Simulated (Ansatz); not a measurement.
The relaxed structure here is a generated cell of Zr: the first start was made by placing the elements on the sites of a structure type, and the end was not matched to a known phase here, so it may be hypothetical. Known forms of Zr include space group No. 194.

A relaxed cell of Zr (Pm-3m (No. 221)), relaxed on a k-mesh at least as fine as the one used below. These are PBE (plane waves to 420 eV, PAW, scalar-relativistic; Ansatz, a quantum-chemistry and plane-wave program) values and carry that method's errors. Γ-centred k-mesh 11×11×11 on the run's cell (coarser than for final values), Fermi–Dirac smearing 0.05 eV.

```
CELL_PARAMETERS angstrom
      5.82479     0.00000     0.00000
      2.91239     2.91239     0.00000
      0.00000     0.00000     2.91239
ATOMIC_POSITIONS crystal
  Zr 0.00000 0.00000 0.00000
  Zr 0.50000 0.00000 0.00000
```

The atoms are displaced along an unstable phonon of this cell by (Å):

| atom | ux | uy | uz |
|---|---|---|---|
| Zr1 | 0.000 | 0.000 | 0.150 |
| Zr2 | 0.000 | 0.000 | -0.150 |

### Question
What forces (eV/Å) and pressure result?

### Answer
| atom | Fx | Fy | Fz |
|---|---|---|---|
| Zr1 | 0.00 | 0.00 | 0.59 |
| Zr2 | 0.00 | 0.00 | -0.59 |

Pressure -0.4 GPa.

### Question
Estimate the energy cost of the displacement in the harmonic approximation and compare with the calculation.

### Answer
For a harmonic well ΔE = −½ Σ F·u = -0.089 eV a cell, or -45 meV/atom. The calculated energy relative to the undisplaced cell is -0.04 eV/atom, so the harmonic estimate holds well.

The undisplaced cell is probably no minimum: from this displacement the run went on to I4/mmm (No. 139), 0.81 eV/atom below it.

No spin polarisation in the result.
